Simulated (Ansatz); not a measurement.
This Li3B4 structure is the end of a relaxation. The cell was found from a structure generator's guess, not taken from experiment.

Level of theory: DFT PBE, scalar-relativistic, plane waves, PAW (Ansatz). Cutoff 420 eV, Γ-centred mesh, Gaussian smearing, no spin polarisation.

```
Li B
1.0
    -2.37904    2.37904    3.17363
     2.37904   -2.37904    3.17363
     2.37904    2.37904   -3.17363
Li B
3 4
Direct
  0.66591 0.66591 0.00000
  0.33409 0.33409 0.00000
  0.00000 0.00000 0.00000
  0.75000 0.25000 0.50000
  0.25000 0.75000 0.50000
  0.50000 0.00000 0.50000
  0.00000 0.50000 0.50000
```

Formation energies are uncorrected and refer to the elements' standard structures at the same level.

**Question.** What space group does it have?

**Answer.** I4/mmm (No. 139). Conventional cell: a = 4.758 Å, c = 6.347 Å. Li on a site of symmetry 4mm is surrounded by 2 Li at 2.11–2.12 Å, 4 B at 2.44 Å and 4 B at 2.60 Å; around Li on a site of symmetry 4/mmm lie 2 Li at 2.12 Å, 4 B at 2.38 Å and 8 B at 2.86 Å; around B on a site of symmetry -4m2 lie 2 B at 1.59 Å and 4 Li at 2.44 Å; around B on a site of symmetry mmm lie 2 B at 1.59 Å, 2 Li at 2.38 Å and 4 Li at 2.60 Å.

**Question.** What is its formation energy per atom?

**Answer.** +0.23 eV/atom. The separate elements lie lower, so it is unstable against them.

**Question.** Is it a metal?

**Answer.** Yes, bands cross the Fermi level on the 12×12×12 mesh.

The last run used a 12×12×12 mesh for its 7-atom cell and Gaussian smearing of 0.10 eV. The cell is a metal run without spin; a magnetic state may lie lower. A structure relaxed within its symmetry needn't be a true minimum.
